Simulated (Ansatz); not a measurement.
# Zincblende alloy of CdTe and HgTe (8 of 32 Cd sites exchanged), 64 atoms

Ansatz, PAW, plane waves. PBEsol relaxation of volume and atoms (shape held) at the single k point (¼, ¼, ¼) without its symmetry partners; single points on the relaxed atoms at the single k point (¼, ¼, ¼) without its symmetry partners, onto which points of the small cell's zone fold. Arrangement: random. No spin–orbit coupling unless named.

Relaxed structure:

```
CELL_PARAMETERS angstrom
12.98937 0.00000 0.00000
0.00000 12.98937 0.00000
0.00000 0.00000 12.98937
ATOMIC_POSITIONS crystal
Cd 0.00050 0.99963 0.99975
Cd 0.00015 0.00016 0.49975
Cd 0.00086 0.50017 0.99977
Cd 0.00017 0.49987 0.49944
Cd 0.50024 0.99992 0.50055
Cd 0.49992 0.50075 0.00021
Cd 0.24993 0.25016 0.00010
Cd 0.24982 0.75018 0.99963
Cd 0.25039 0.74945 0.49984
Cd 0.75148 0.25024 0.00030
Cd 0.75042 0.25027 0.49979
Cd 0.75076 0.74953 0.00030
Cd 0.75066 0.75020 0.49933
Cd 0.24991 0.49987 0.24972
Cd 0.24991 0.50061 0.74982
Cd 0.75039 0.99957 0.25054
Cd 0.75049 0.00060 0.74933
Cd 0.75022 0.50003 0.24933
Cd 0.75115 0.50039 0.74988
Cd 0.00065 0.24952 0.24988
Cd 0.99999 0.25006 0.74990
Cd 0.00038 0.75014 0.74941
Cd 0.49979 0.25119 0.25053
Cd 0.49995 0.75015 0.25005
Hg 0.50170 0.00158 0.00186
Hg 0.50160 0.50174 0.50108
Hg 0.25081 0.25164 0.50168
Hg 0.25205 0.00122 0.25039
Hg 0.25117 0.00120 0.75065
Hg 0.00094 0.75129 0.25098
Hg 0.50198 0.25133 0.75165
Hg 0.50090 0.75210 0.75155
Te 0.12481 0.12436 0.12414
Te 0.12438 0.12473 0.62447
Te 0.12482 0.62477 0.12450
Te 0.12464 0.62450 0.62412
Te 0.62632 0.12645 0.12631
Te 0.62498 0.12493 0.62439
Te 0.62489 0.62499 0.12469
Te 0.62610 0.62604 0.62577
Te 0.37478 0.37482 0.12436
Te 0.37600 0.37571 0.62545
Te 0.37484 0.87421 0.12400
Te 0.37449 0.87450 0.62427
Te 0.87579 0.37506 0.12481
Te 0.87496 0.37470 0.62440
Te 0.87466 0.87490 0.12443
Te 0.87497 0.87474 0.62438
Te 0.37571 0.12579 0.37572
Te 0.37564 0.12520 0.87539
Te 0.37461 0.62446 0.37412
Te 0.37473 0.62472 0.87451
Te 0.87504 0.12480 0.37458
Te 0.87504 0.12463 0.87467
Te 0.87455 0.62431 0.37429
Te 0.87555 0.62496 0.87472
Te 0.12464 0.37465 0.37419
Te 0.12504 0.37460 0.87424
Te 0.12594 0.87555 0.37525
Te 0.12463 0.87442 0.87433
Te 0.62531 0.37503 0.37464
Te 0.62660 0.37623 0.87614
Te 0.62467 0.87465 0.37470
Te 0.62638 0.87591 0.87573
```

What are the mean bond lengths by pair (pairs within 1.2 times the sum of covalent radii, less contacts 15 % beyond the pair's median; cation–cation pairs of compounds aside; long ionic contacts are cut short by that bound)?

Cd–Te 2.810 ± 0.005 Å (standard deviation, 96 bonds); Hg–Te 2.818 ± 0.010 Å (standard deviation, 32 bonds).

What gap lies between the top filled and the lowest empty level in the single points?

HSE06 2.18 eV (2.3 min on NVIDIA H100). Away from Γ this isn't the crystal's band gap.
